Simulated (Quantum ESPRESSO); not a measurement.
# Si4O6NF: input and log of a self-consistent run

Computed values, not a measurement. The program is pw.x of Quantum ESPRESSO 7.5 (plane-wave density functional theory). The cell is made up: 12 atoms on a rutile lattice, with randomly drawn elements, strain and displacements, not relaxed. PseudoDojo standard norm-conserving files (v0.5 for PBE, v0.4.1 for LDA and PBEsol) set the functional; there is no spin polarisation, spin-orbit coupling or dispersion term, and the masses in the input are unused placeholders.

Input:

```
&control calculation='scf', pseudo_dir='./dojo.nc.sr.pbe.v0_5.standard.upf', outdir='./o', disk_io='low', tprnfor=.true., tstress=.true. /
&system ibrav=0, nat=12, ntyp=4, nbnd=38, ecutwfc=84.00895049, nosym=.true., tot_charge=0,
 occupations='smearing', smearing='fd', degauss=0.0018374661
/
&electrons conv_thr=7.350e-09, electron_maxstep=60, /
ATOMIC_SPECIES
F 1.0 F.upf
N 1.0 N.upf
O 1.0 O.upf
Si 1.0 Si.upf
CELL_PARAMETERS angstrom
4.2121 0.0 0.0
0.0 4.2121 0.0
0.0 0.0 5.3572
ATOMIC_POSITIONS angstrom
Si -0.0021 0.0328 -0.0686
Si 2.1549 2.0914 1.3
Si 0.0164 -0.0152 2.624
Si 2.0055 2.2182 4.1174
O 1.3276 1.2817 0.004
O 2.8867 2.9011 -0.0394
O 3.442 0.7719 1.4135
N 0.8078 3.3989 1.3583
O 1.3165 1.2723 2.6783
F 2.8178 2.9017 2.7246
O 3.4115 0.8007 4.0113
O 0.7961 3.299 4.041
K_POINTS automatic
5 5 4 1 1 1
```

The log is shortened where brackets say so; the opening notice, blank lines, dates and the lines on written files are dropped, and the path of the files is cut. It prints rydbergs, bohrs and kilobars, and counts compression as positive stress. With no partly filled state, the Fermi energy that it prints is only some level between the filled and the empty states on the mesh, and need not lie in the true gap.

```
     Program PWSCF v.7.5
     Parallel version (MPI & OpenMP), running on       4 processor cores
     Number of MPI processes:                 4
     Threads/MPI process:                     1
     [start-up lines left out]
     bravais-lattice index     =            0
     lattice parameter (alat)  =       7.9597  a.u.
     unit-cell volume          =     641.4042 (a.u.)^3
     number of atoms/cell      =           12
     number of atomic types    =            4
     number of electrons       =        64.00
     number of Kohn-Sham states=           38
     kinetic-energy cutoff     =      84.0090  Ry
     charge density cutoff     =     336.0358  Ry
     scf convergence threshold =      7.3E-09
     mixing beta               =       0.7000
     number of iterations used =            8  plain     mixing
     Exchange-correlation= PBE
                           (   1   4   3   4   0   0   0)
     [axes and pseudopotential details left out]
   Cartesian axes
     site n.     atom                  positions (alat units)
         1        Si     tau(   1) = (  -0.0004986   0.0077871  -0.0162864  )
         2        Si     tau(   2) = (   0.5115975   0.4965219   0.3086346  )
         3        Si     tau(   3) = (   0.0038935  -0.0036087   0.6229672  )
         4        Si     tau(   4) = (   0.4761283   0.5266257   0.9775172  )
         5        O      tau(   5) = (   0.3151872   0.3042900   0.0009496  )
         6        O      tau(   6) = (   0.6853351   0.6887538  -0.0093540  )
         7        O      tau(   7) = (   0.8171696   0.1832578   0.3355808  )
         8        N      tau(   8) = (   0.1917808   0.8069372   0.3224757  )
         9        O      tau(   9) = (   0.3125519   0.3020584   0.6358586  )
        10        F      tau(  10) = (   0.6689775   0.6888963   0.6468507  )
        11        O      tau(  11) = (   0.8099285   0.1900952   0.9523278  )
        12        O      tau(  12) = (   0.1890031   0.7832198   0.9593789  )
     number of k points=    50  Fermi-Dirac smearing, width (Ry)=  0.0018
                       cart. coord. in units 2pi/alat
        k(    1) = (   0.1000000   0.1000000   0.0982813), wk =   0.0400000
        k(    2) = (   0.1000000   0.1000000   0.2948439), wk =   0.0400000
     [further k points left out]
     Dense  grid:    66735 G-vectors     FFT dimensions: (  48,  48,  60)
     Estimated max dynamical RAM per process >     158.41 MB
     Estimated total dynamical RAM >     584.75 MB
     Initial potential from superposition of free atoms
     starting charge      63.9975, renormalised to      64.0000
     Starting wfcs are   48 randomized atomic wfcs
     total cpu time spent up to now is        4.2 secs
     per-process dynamical memory:   127.5 Mb
     Self-consistent Calculation
     iteration #  1     ecut=    84.01 Ry     beta= 0.70
     Davidson diagonalization with overlap
     ethr =  1.00E-02,  avg # of iterations =  3.2
     total cpu time spent up to now is       11.1 secs
     total energy              =    -301.98277376 Ry
     estimated scf accuracy    <       2.66937744 Ry
     iteration #  2     ecut=    84.01 Ry     beta= 0.70
     Davidson diagonalization with overlap
     ethr =  4.17E-03,  avg # of iterations =  3.0
     total cpu time spent up to now is       16.8 secs
     total energy              =    -302.74969101 Ry
     estimated scf accuracy    <       1.58390515 Ry
     iteration #  3     ecut=    84.01 Ry     beta= 0.70
     Davidson diagonalization with overlap
     ethr =  2.47E-03,  avg # of iterations =  2.2
     total cpu time spent up to now is       21.5 secs
     total energy              =    -303.04215260 Ry
     estimated scf accuracy    <       0.05781158 Ry
     iteration #  4     ecut=    84.01 Ry     beta= 0.70
     Davidson diagonalization with overlap
     ethr =  9.03E-05,  avg # of iterations =  5.6
     total cpu time spent up to now is       27.7 secs
     total energy              =    -303.06095351 Ry
     estimated scf accuracy    <       0.00425168 Ry
     iteration #  5     ecut=    84.01 Ry     beta= 0.70
     Davidson diagonalization with overlap
     ethr =  6.64E-06,  avg # of iterations =  8.5
     total cpu time spent up to now is       34.4 secs
     total energy              =    -303.06116560 Ry
     estimated scf accuracy    <       0.00102837 Ry
     [iterations 6 to 7 left out]
     iteration #  8     ecut=    84.01 Ry     beta= 0.70
     Davidson diagonalization with overlap
     ethr =  1.86E-08,  avg # of iterations =  3.0
     total cpu time spent up to now is       49.4 secs
     total energy              =    -303.06124633 Ry
     estimated scf accuracy    <       0.00000233 Ry
     iteration #  9     ecut=    84.01 Ry     beta= 0.70
     Davidson diagonalization with overlap
     ethr =  3.64E-09,  avg # of iterations =  2.0
     total cpu time spent up to now is       54.2 secs
     total energy              =    -303.06124641 Ry
     estimated scf accuracy    <       0.00000065 Ry
     iteration # 10     ecut=    84.01 Ry     beta= 0.70
     Davidson diagonalization with overlap
     ethr =  1.02E-09,  avg # of iterations =  2.0
     total cpu time spent up to now is       58.9 secs
     total energy              =    -303.06124652 Ry
     estimated scf accuracy    <       0.00000002 Ry
     iteration # 11     ecut=    84.01 Ry     beta= 0.70
     Davidson diagonalization with overlap
     ethr =  3.09E-11,  avg # of iterations =  3.7
     total cpu time spent up to now is       64.5 secs
     total energy              =    -303.06124652 Ry
     estimated scf accuracy    <          1.0E-08 Ry
     iteration # 12     ecut=    84.01 Ry     beta= 0.70
     Davidson diagonalization with overlap
     ethr =  1.56E-11,  avg # of iterations =  2.0
     total cpu time spent up to now is       68.9 secs
     End of self-consistent calculation
          k = 0.1000 0.1000 0.0983 (  8353 PWs)   bands (ev):
   -17.3397 -11.5674  -9.6880  -9.3472  -8.5646  -8.3064  -7.6386  -2.6446
    -0.9121  -0.6090   0.5743   1.9659   2.1366   2.3396   3.3500   3.6089
     4.1620   4.3448   4.8295   5.1509   5.3831   5.9053   6.1785   7.0032
     7.3694   7.4228   7.8986   8.2390   9.0851   9.3978   9.9916  11.7768
    15.4264  16.9472  18.0378  18.4807  18.9203  19.9530
     [levels at the other k points left out]
     the Fermi energy is    14.0140 ev
!    total energy              =    -303.06124653 Ry
     estimated scf accuracy    <          9.7E-10 Ry
     smearing contrib. (-TS)   =       0.00000000 Ry
     internal energy E=F+TS    =    -303.06124653 Ry
     The total energy is F=E-TS. E is the sum of the following terms:
     one-electron contribution =     -34.67159629 Ry
     hartree contribution      =      66.70704549 Ry
     xc contribution           =     -81.89617530 Ry
     ewald contribution        =    -253.20052043 Ry
     convergence has been achieved in  12 iterations
     Forces acting on atoms (cartesian axes, Ry/au):
     atom    1 type  4   force =     0.08182085   -0.05771209    0.15940301
     atom    2 type  4   force =    -0.17729599   -0.04238180    0.00196736
     atom    3 type  4   force =     0.16883669    0.06505730    0.02151953
     atom    4 type  4   force =    -0.05442847   -0.19625756   -0.05178673
     atom    5 type  3   force =    -0.01760759   -0.03526197   -0.03054657
     atom    6 type  3   force =     0.07370820    0.04908791    0.01174124
     atom    7 type  3   force =    -0.12963717    0.12253814   -0.08539020
     atom    8 type  2   force =     0.02558896   -0.06987171   -0.04213153
     atom    9 type  3   force =     0.04149887    0.03253354    0.06662252
     atom   10 type  1   force =     0.07060852    0.04029972    0.03070889
     atom   11 type  3   force =    -0.00014123   -0.01004417   -0.03582920
     atom   12 type  3   force =    -0.08295165    0.10201269   -0.04627833
     Total force =     0.488374     Total SCF correction =     0.000022
     Computing stress (Cartesian axis) and pressure
          total   stress  (Ry/bohr**3)                   (kbar)     P=      186.58
   0.00124158   0.00051428   0.00008216          182.64       75.65       12.09
   0.00051428   0.00117615   0.00001339           75.65      173.02        1.97
   0.00008216   0.00001339   0.00138723           12.09        1.97      204.07
     init_run     :      3.88s CPU      4.11s WALL (       1 calls)
     electrons    :     63.97s CPU     64.71s WALL (       1 calls)
     forces       :      0.99s CPU      0.99s WALL (       1 calls)
     stress       :      3.25s CPU      3.25s WALL (       1 calls)
     [timing details left out]
     PWSCF        :   1m12.22s CPU   1m13.23s WALL
     JOB DONE.
```

In other units: free energy -4123.358 eV for the cell, pressure 18.66 GPa, largest force component 5.046 eV/Å. A rerun of the same cell at another strain at a cutoff of 1437 eV and k mesh 7 x 7 x 6 moved values by no more than 0.003 eV in energy, 0.04 GPa in stress and 0.003 eV/Å in force.